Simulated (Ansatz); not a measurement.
# BeAs: stable or not

It was reached by relaxing an invented guess, and it needn't be the stable form of this composition.

All numbers below come from DFT PBE, scalar-relativistic, plane waves, PAW in Ansatz. Cutoff 420 eV, Γ-centred 16×14×6 mesh (4-atom cell), Gaussian smearing of 0.10 eV, no spin polarisation.

```cif
data_structure
_symmetry_space_group_name_H-M 'Pmmn:1'
_symmetry_Int_Tables_number 59
_cell_length_a 2.8521
_cell_length_b 3.6095
_cell_length_c 7.5565
_cell_angle_alpha 90.000
_cell_angle_beta 90.000
_cell_angle_gamma 90.000
_cell_volume 77.79
loop_
_atom_site_label
_atom_site_type_symbol
_atom_site_symmetry_multiplicity
_atom_site_Wyckoff_symbol
_atom_site_fract_x
_atom_site_fract_y
_atom_site_fract_z
_atom_site_occupancy
Be1 Be 2 a 0.00000 0.00000 0.97052 1
As1 As 2 b 0.50000 0.00000 0.22233 1
```

Formation energies are uncorrected and refer to the elements' standard structures at the same level.

Problem. These tests were run: energy against the elements; phonons at Γ. What do they show?

Solution.

```tsv
test	result
energy against the elements	+0.02 eV/atom
phonons at Γ	lowest optical mode 106 cm⁻¹
```

It fails none of these tests outright. Whether a mixture of other phases lies lower isn't tested here. Phonons away from Γ weren't computed. Undecided within the accuracy: energy against the elements.

For metals, differences of a few meV/atom aren't resolved. No dispersion correction is applied, so the spacing and binding between layers, chains or molecules are poorly described. The reference form of As is held partly by dispersion forces, which this level lacks. The run for the phonons used a 16×14×6 k mesh and Fermi–Dirac smearing of 0.15 eV.
